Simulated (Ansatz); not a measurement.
Al:
Space group Fd-3m, origin choice 1 (No. 227); a = 7.3775 Å, b = 7.3775 Å, c = 7.3775 Å, α = 90.00°, β = 90.00°, γ = 90.00°

```csv
atom,site,symmetry,x,y,z
Al,8a,-43m,0.0000,0.0000,0.0000
Al,16d,.-3m,0.6250,0.6250,0.6250
```
(The calculation used a cell of 6 atoms; values per cell refer to that cell.)

Relaxed with r²SCAN.

Q: Which orbitals make up the states near the Fermi level in r²SCAN (plane waves, PAW; program Ansatz)?

A: Within 0.5 eV of the Fermi level: Al 3p 64 %, Al 3s 31 %, outside the projected shells 6 %. Projections are on Löwdin-orthogonalised atomic valence shells; empty p or d shells of many metals are not among them.

Q: Tabulate the density of states.

A: States/eV per cell of 6 atoms, in 0.25 eV bins, energy from the Fermi level.

```tsv
E (eV)	total	Al 3p	Al 3s
-7.85	1.38	0.98	0.40
-7.60	1.37	0.97	0.39
-7.35	1.42	1.00	0.41
-7.10	1.45	1.03	0.41
-6.85	1.48	1.05	0.42
-6.60	1.59	1.13	0.45
-6.35	1.61	1.15	0.46
-6.10	1.65	1.17	0.47
-5.85	1.59	1.15	0.42
-5.60	1.68	1.25	0.42
-5.35	1.67	1.26	0.40
-5.10	1.62	1.23	0.37
-4.85	1.71	1.32	0.38
-4.60	1.89	1.49	0.38
-4.35	2.27	1.84	0.41
-4.10	2.10	1.72	0.36
-3.85	1.59	1.32	0.25
-3.60	1.51	1.20	0.29
-3.35	2.05	1.51	0.51
-3.10	1.90	1.39	0.48
-2.85	1.64	1.10	0.50
-2.60	1.74	1.06	0.63
-2.35	2.10	1.28	0.76
-2.10	2.28	1.36	0.85
-1.85	2.09	1.27	0.75
-1.60	2.01	1.19	0.74
-1.35	2.77	1.82	0.84
-1.10	2.30	1.52	0.69
-0.85	2.18	1.46	0.63
-0.60	2.12	1.40	0.62
-0.35	2.06	1.31	0.64
-0.10	2.27	1.43	0.71
0.15	2.44	1.54	0.76
0.40	2.30	1.48	0.67
0.65	2.31	1.50	0.66
0.90	2.65	1.65	0.81
1.15	2.67	1.62	0.84
1.40	2.54	1.56	0.79
1.65	2.01	1.27	0.57
1.90	2.51	1.57	0.73
2.15	2.63	1.59	0.80
2.40	2.65	1.63	0.75
2.65	2.59	1.61	0.72
2.90	2.59	1.60	0.72
3.15	3.05	1.92	0.80
3.40	2.64	1.71	0.61
3.65	2.67	1.72	0.62
3.90	2.71	1.79	0.59
4.15	3.16	2.12	0.60
4.40	2.93	1.98	0.53
4.65	2.65	1.77	0.49
```

The start of the workflow was typed in or built on a structure type; neither database checked (COD, Materials Project) lists it. It is not the phase usual at ambient conditions (space group No. 225). Symmetry was held in the r²SCAN relaxation; whether a distortion lowers the energy is not shown.

Potentials: the later of the program's two PAW sets.
